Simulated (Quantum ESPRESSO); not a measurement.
Ti4O6FN, finding a planted mistake in a log

Simulated, not a measurement. The program is pw.x of Quantum ESPRESSO 7.5 (plane-wave density functional theory). The cell is made up: 12 atoms on a rutile lattice, with randomly drawn elements, strain and displacements, not relaxed. PseudoDojo standard norm-conserving files (v0.5 for PBE, v0.4.1 for LDA and PBEsol) set the functional; there is no spin polarisation, spin-orbit coupling or dispersion term, and the masses in the input are unused placeholders.

Intended input:

```
&control calculation='scf', pseudo_dir='./dojo.nc.sr.pbe.v0_5.standard.upf', outdir='./o', disk_io='medium', tprnfor=.true., tstress=.true. /
&system ibrav=0, nat=12, ntyp=4, nbnd=54, ecutwfc=84.00895049, nosym=.true., tot_charge=0,
 occupations='smearing', smearing='fd', degauss=0.0018374661
/
&electrons conv_thr=7.350e-09, electron_maxstep=60, /
ATOMIC_SPECIES
F 1.0 F.upf
N 1.0 N.upf
O 1.0 O.upf
Ti 1.0 Ti.upf
CELL_PARAMETERS angstrom
4.6178 0.0 0.0
0.0 4.6178 0.0
0.0 0.0 5.8989
ATOMIC_POSITIONS angstrom
Ti -0.1283 -0.0414 -0.0511
Ti 2.3049 2.2463 1.3847
Ti -0.011 0.0396 2.9353
Ti 2.232 2.282 4.4289
O 1.4385 1.4431 0.0115
O 3.1907 3.1643 0.0491
F 3.7272 0.908 1.6178
N 0.9528 3.7685 1.4394
O 1.4257 1.4008 2.9375
O 3.1892 3.1422 2.9919
O 3.7299 0.8993 4.417
O 0.9514 3.7019 4.4077
K_POINTS automatic
5 5 4 1 1 1
```

The log is shortened where brackets say so; the opening notice, blank lines, dates and the lines on written files are dropped, and the path of the files is cut. It prints rydbergs, bohrs and kilobars, and counts compression as positive stress. Where no state is partly filled, the Fermi energy that it prints is only some level between the filled and the empty states on the mesh, and need not lie in the true gap.

Log of the intended run:

```
     Program PWSCF v.7.5
     Parallel version (MPI & OpenMP), running on       1 processor cores
     Number of MPI processes:                 1
     Threads/MPI process:                     1
     [start-up lines left out]
     bravais-lattice index     =            0
     lattice parameter (alat)  =       8.7264  a.u.
     unit-cell volume          =     848.8635 (a.u.)^3
     number of atoms/cell      =           12
     number of atomic types    =            4
     number of electrons       =        96.00
     number of Kohn-Sham states=           54
     kinetic-energy cutoff     =      84.0090  Ry
     charge density cutoff     =     336.0358  Ry
     scf convergence threshold =      7.3E-09
     mixing beta               =       0.7000
     number of iterations used =            8  plain     mixing
     Exchange-correlation= PBE
                           (   1   4   3   4   0   0   0)
     [axes and pseudopotential details left out]
   Cartesian axes
     site n.     atom                  positions (alat units)
         1        Ti     tau(   1) = (  -0.0277838  -0.0089653  -0.0110659  )
         2        Ti     tau(   2) = (   0.4991338   0.4864438   0.2998614  )
         3        Ti     tau(   3) = (  -0.0023821   0.0085755   0.6356490  )
         4        Ti     tau(   4) = (   0.4833470   0.4941747   0.9590931  )
         5        O      tau(   5) = (   0.3115120   0.3125081   0.0024904  )
         6        O      tau(   6) = (   0.6909567   0.6852397   0.0106328  )
         7        F      tau(   7) = (   0.8071376   0.1966304   0.3503400  )
         8        N      tau(   8) = (   0.2063320   0.8160813   0.3117069  )
         9        O      tau(   9) = (   0.3087401   0.3033479   0.6361254  )
        10        O      tau(  10) = (   0.6906319   0.6804539   0.6479059  )
        11        O      tau(  11) = (   0.8077223   0.1947464   0.9565161  )
        12        O      tau(  12) = (   0.2060288   0.8016588   0.9545021  )
     number of k points=    50  Fermi-Dirac smearing, width (Ry)=  0.0018
                       cart. coord. in units 2pi/alat
        k(    1) = (   0.1000000   0.1000000   0.0978530), wk =   0.0400000
        k(    2) = (   0.1000000   0.1000000   0.2935590), wk =   0.0400000
     [further k points left out]
     Dense  grid:    88325 G-vectors     FFT dimensions: (  54,  54,  72)
     Estimated max dynamical RAM per process >     140.07 MB
     Initial potential from superposition of free atoms
     starting charge      95.9936, renormalised to      96.0000
     Starting wfcs are   72 randomized atomic wfcs
     total cpu time spent up to now is       36.5 secs
     per-process dynamical memory:    86.6 Mb
     Self-consistent Calculation
     iteration #  1     ecut=    84.01 Ry     beta= 0.70
     Davidson diagonalization with overlap
     ethr =  1.00E-02,  avg # of iterations =  2.0
     total cpu time spent up to now is      106.5 secs
     total energy              =    -741.32095837 Ry
     estimated scf accuracy    <       5.83409661 Ry
     iteration #  2     ecut=    84.01 Ry     beta= 0.70
     Davidson diagonalization with overlap
     ethr =  6.08E-03,  avg # of iterations =  7.8
     total cpu time spent up to now is      251.3 secs
     total energy              =    -734.57576436 Ry
     estimated scf accuracy    <      72.57732002 Ry
     [iterations 3 to 20 left out]
     iteration # 21     ecut=    84.01 Ry     beta= 0.70
     Davidson diagonalization with overlap
     ethr =  4.35E-11,  avg # of iterations =  1.8
     total cpu time spent up to now is     1554.1 secs
     total energy              =    -744.55589519 Ry
     estimated scf accuracy    <       0.00000003 Ry
     iteration # 22     ecut=    84.01 Ry     beta= 0.70
     Davidson diagonalization with overlap
     ethr =  3.62E-11,  avg # of iterations =  2.6
     total cpu time spent up to now is     1614.3 secs
     End of self-consistent calculation
     [lines on levels left out]
     the Fermi energy is    10.5941 ev
!    total energy              =    -744.55589519 Ry
     estimated scf accuracy    <          2.6E-09 Ry
     smearing contrib. (-TS)   =      -0.00000000 Ry
     internal energy E=F+TS    =    -744.55589519 Ry
     The total energy is F=E-TS. E is the sum of the following terms:
     one-electron contribution =    -259.48053049 Ry
     hartree contribution      =     177.35416565 Ry
     xc contribution           =    -137.28928713 Ry
     ewald contribution        =    -525.14024322 Ry
     convergence has been achieved in  22 iterations
     Forces acting on atoms (cartesian axes, Ry/au):
     atom    1 type  4   force =     0.11511272   -0.09347209    0.00556952
     atom    2 type  4   force =    -0.11844911    0.14412105    0.10489131
     atom    3 type  4   force =     0.12120766   -0.15302396    0.05911157
     atom    4 type  4   force =     0.01634035    0.02134918   -0.08917233
     atom    5 type  3   force =    -0.04763656   -0.06062916   -0.00753656
     atom    6 type  3   force =     0.05034553    0.03378777   -0.02792881
     atom    7 type  1   force =    -0.04402122    0.03990335   -0.09379861
     atom    8 type  2   force =    -0.03887075    0.00439290    0.00153324
     atom    9 type  3   force =    -0.01970221   -0.01678189    0.00983917
     atom   10 type  3   force =     0.03433481    0.02976068   -0.00618419
     atom   11 type  3   force =    -0.01870838    0.01632848    0.01687179
     atom   12 type  3   force =    -0.04995284    0.03426368    0.02680389
     Total force =     0.388041     Total SCF correction =     0.000124
     Computing stress (Cartesian axis) and pressure
          total   stress  (Ry/bohr**3)                   (kbar)     P=      104.52
   0.00057797  -0.00011042   0.00018307           85.02      -16.24       26.93
  -0.00011042   0.00062651  -0.00022559          -16.24       92.16      -33.19
   0.00018307  -0.00022559   0.00092697           26.93      -33.19      136.36
     init_run     :     32.98s CPU     36.28s WALL (       1 calls)
     electrons    :   1521.55s CPU   1577.88s WALL (       1 calls)
     forces       :     10.59s CPU     10.70s WALL (       1 calls)
     stress       :     37.19s CPU     37.30s WALL (       1 calls)
     [timing details left out]
     PWSCF        :  26m42.67s CPU  27m44.25s WALL
     JOB DONE.
```

A second run was made from an input with one planted mistake. Its log:

```
     Program PWSCF v.7.5
     Parallel version (MPI & OpenMP), running on       4 processor cores
     Number of MPI processes:                 4
     Threads/MPI process:                     1
     [start-up lines left out]
     bravais-lattice index     =            0
     lattice parameter (alat)  =       8.7264  a.u.
     unit-cell volume          =     848.8635 (a.u.)^3
     number of atoms/cell      =           12
     number of atomic types    =            4
     number of electrons       =        96.00
     number of Kohn-Sham states=           54
     kinetic-energy cutoff     =      84.0090  Ry
     charge density cutoff     =     336.0358  Ry
     scf convergence threshold =      7.3E-09
     mixing beta               =       0.7000
     number of iterations used =            8  plain     mixing
     Exchange-correlation= SLA  PW   NOGX NOGC
                           (   1   4   0   0   0   0   0)
     [axes and pseudopotential details left out]
   Cartesian axes
     site n.     atom                  positions (alat units)
         1        Ti     tau(   1) = (  -0.0277838  -0.0089653  -0.0110659  )
         2        Ti     tau(   2) = (   0.4991338   0.4864438   0.2998614  )
         3        Ti     tau(   3) = (  -0.0023821   0.0085755   0.6356490  )
         4        Ti     tau(   4) = (   0.4833470   0.4941747   0.9590931  )
         5        O      tau(   5) = (   0.3115120   0.3125081   0.0024904  )
         6        O      tau(   6) = (   0.6909567   0.6852397   0.0106328  )
         7        F      tau(   7) = (   0.8071376   0.1966304   0.3503400  )
         8        N      tau(   8) = (   0.2063320   0.8160813   0.3117069  )
         9        O      tau(   9) = (   0.3087401   0.3033479   0.6361254  )
        10        O      tau(  10) = (   0.6906319   0.6804539   0.6479059  )
        11        O      tau(  11) = (   0.8077223   0.1947464   0.9565161  )
        12        O      tau(  12) = (   0.2060288   0.8016588   0.9545021  )
     number of k points=    50  Fermi-Dirac smearing, width (Ry)=  0.0018
                       cart. coord. in units 2pi/alat
        k(    1) = (   0.1000000   0.1000000   0.0978530), wk =   0.0400000
        k(    2) = (   0.1000000   0.1000000   0.2935590), wk =   0.0400000
     [further k points left out]
     Dense  grid:    88325 G-vectors     FFT dimensions: (  54,  54,  72)
     Estimated max dynamical RAM per process >     258.30 MB
     Estimated total dynamical RAM >     968.51 MB
     Initial potential from superposition of free atoms
     starting charge      95.9946, renormalised to      96.0000
     Starting wfcs are   72 randomized atomic wfcs
     total cpu time spent up to now is        4.7 secs
     per-process dynamical memory:   199.5 Mb
     Self-consistent Calculation
     iteration #  1     ecut=    84.01 Ry     beta= 0.70
     Davidson diagonalization with overlap
     ethr =  1.00E-02,  avg # of iterations =  2.0
     total cpu time spent up to now is       11.6 secs
     total energy              =    -740.89630001 Ry
     estimated scf accuracy    <       5.59038951 Ry
     iteration #  2     ecut=    84.01 Ry     beta= 0.70
     Davidson diagonalization with overlap
     ethr =  5.82E-03,  avg # of iterations =  7.4
     total cpu time spent up to now is       26.0 secs
     total energy              =    -734.54154340 Ry
     estimated scf accuracy    <      69.94143028 Ry
     [iterations 3 to 21 left out]
     iteration # 22     ecut=    84.01 Ry     beta= 0.70
     Davidson diagonalization with overlap
     ethr =  7.62E-11,  avg # of iterations =  2.1
     total cpu time spent up to now is      206.6 secs
     total energy              =    -744.05477064 Ry
     estimated scf accuracy    <       0.00000001 Ry
     iteration # 23     ecut=    84.01 Ry     beta= 0.70
     Davidson diagonalization with overlap
     ethr =  1.46E-11,  avg # of iterations =  5.1
     total cpu time spent up to now is      216.4 secs
     End of self-consistent calculation
     [lines on levels left out]
     the Fermi energy is    10.1925 ev
!    total energy              =    -744.05477064 Ry
     estimated scf accuracy    <          9.6E-10 Ry
     smearing contrib. (-TS)   =      -0.00000000 Ry
     internal energy E=F+TS    =    -744.05477064 Ry
     The total energy is F=E-TS. E is the sum of the following terms:
     one-electron contribution =    -259.89147613 Ry
     hartree contribution      =     176.25226288 Ry
     xc contribution           =    -135.27531418 Ry
     ewald contribution        =    -525.14024322 Ry
     convergence has been achieved in  23 iterations
     Forces acting on atoms (cartesian axes, Ry/au):
     atom    1 type  4   force =     0.11184509   -0.09161656    0.00217652
     atom    2 type  4   force =    -0.11441783    0.13984999    0.10009870
     atom    3 type  4   force =     0.11611499   -0.14497630    0.05757274
     atom    4 type  4   force =     0.01606299    0.02113621   -0.08822057
     atom    5 type  3   force =    -0.03963637   -0.05222556   -0.00669376
     atom    6 type  3   force =     0.04510994    0.03037715   -0.02593214
     atom    7 type  1   force =    -0.04018703    0.03508042   -0.08857896
     atom    8 type  2   force =    -0.04142102    0.00582193    0.00153685
     atom    9 type  3   force =    -0.01660546   -0.01320074    0.01030969
     atom   10 type  3   force =     0.02889980    0.02540986   -0.00509188
     atom   11 type  3   force =    -0.01418552    0.01023161    0.01643343
     atom   12 type  3   force =    -0.05157956    0.03411199    0.02638938
     Total force =     0.370752     Total SCF correction =     0.000058
     Computing stress (Cartesian axis) and pressure
          total   stress  (Ry/bohr**3)                   (kbar)     P=      -24.34
  -0.00024196  -0.00010555   0.00017504          -35.59      -15.53       25.75
  -0.00010555  -0.00019637  -0.00020520          -15.53      -28.89      -30.19
   0.00017504  -0.00020520  -0.00005809           25.75      -30.19       -8.55
     init_run     :      4.51s CPU      4.67s WALL (       1 calls)
     electrons    :    210.92s CPU    211.63s WALL (       1 calls)
     forces       :      1.45s CPU      1.46s WALL (       1 calls)
     stress       :      4.83s CPU      4.83s WALL (       1 calls)
     [timing details left out]
     PWSCF        :   3m41.83s CPU   3m42.76s WALL
     JOB DONE.
```

Question: what was wrong in the second input?

Answer: the files are those of another functional. The input lines that differ, file-writing options aside:

```
- &control calculation='scf', pseudo_dir='./dojo.nc.sr.pbe.v0_5.standard.upf', outdir='./o', disk_io='medium', tprnfor=.true., tstress=.true. /
+ &control calculation='scf', pseudo_dir='./dojo.nc.sr.lda.v0_4_1.standard.upf', outdir='./o', disk_io='low', tprnfor=.true., tstress=.true. /
```

|  | intended run | run with the mistake |
| --- | --- | --- |
| free energy (eV) | -10130.199 | -10123.381 |
| smearing term -TS (eV) | 0.0000 | 0.0000 |
| pressure (GPa) | 10.45 | -2.43 |
| largest force component (eV/Å) | 3.934 | 3.727 |
| largest change of a force component (eV/Å) |  | 0.216 |
| iterations | 22 | 23 |

For scale, a rerun of the intended cell at a cutoff of 1437 eV and k mesh 7 x 7 x 6 moved values by no more than 0.004 eV in energy, 0.05 GPa in stress and 0.002 eV/Å in force. Files of another functional have another zero of energy, so the energy change says nothing on stability.